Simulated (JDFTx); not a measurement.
```json
{
  "surface": "Zn(0001)",
  "bulk": "Zn, P6_3/mmc, lattice of mp-79 (not re-optimised)",
  "slab": "4 atoms in 4 planes, 1x1, 7.4 Å between the outermost planes",
  "in-plane cell": "2.614 × 2.614 Å, 5.92 Å²",
  "cell_height": "23.3 Å",
  "sampling": "10×10×1 k mesh, Fermi smearing 0.01 Ha, no spin polarisation"
}
```

Profiles through the double layer of this slab, charged, in linear PCM (GLSSA13), water, 1 M NaF; PBE, GBRV ultrasoft potentials, plane waves to 20/100 Ha, JDFTx (a modified build). z is the height above the outermost atoms, φ the plane-averaged electrostatic potential energy of an electron (zero in the bulk liquid), ρ_b the bound charge of solvent and ions, s the cavity shape function (0 in the solid, 1 in the liquid).

| z (Å) | n (e/Å³) | s | φ (eV) | ρ_b (10⁻³ e/Å³) |
|---|---|---|---|---|
| 0.97 | 0.1357 | 0.00 | -2.543 | -0.01 |
| 1.43 | 0.0401 | 0.00 | -1.059 | -1.04 |
| 1.90 | 0.0115 | 0.01 | -0.146 | -6.89 |
| 2.37 | 0.0033 | 0.32 | -0.023 | 0.56 |
| 2.83 | 0.0010 | 0.95 | -0.017 | 1.01 |
| 3.30 | 0.0003 | 1.00 | -0.014 | 0.31 |
| 3.76 | 0.0001 | 1.00 | -0.012 | 0.09 |
| 4.23 | 0.0000 | 1.00 | -0.011 | 0.02 |
| 4.70 | 0.0000 | 1.00 | -0.009 | 0.00 |
| 5.16 | 0.0000 | 1.00 | -0.008 | 0.00 |
| 5.63 | 0.0000 | 1.00 | -0.007 | 0.00 |
| 6.09 | 0.0000 | 1.00 | -0.006 | 0.00 |
| 6.56 | 0.0000 | 1.00 | -0.005 | 0.00 |
| 7.03 | 0.0000 | 1.00 | -0.004 | 0.00 |
| 7.49 | 0.0000 | 1.00 | -0.004 | 0.00 |

**Question.** Is the electrode positively or negatively charged, and roughly by how much?

**Answer.** Positively: σ = 4.4 μC/cm² per face. The liquid's bound charge is of the opposite sign overall, and far from the surface φ decays with the screening length (3.0 Å).
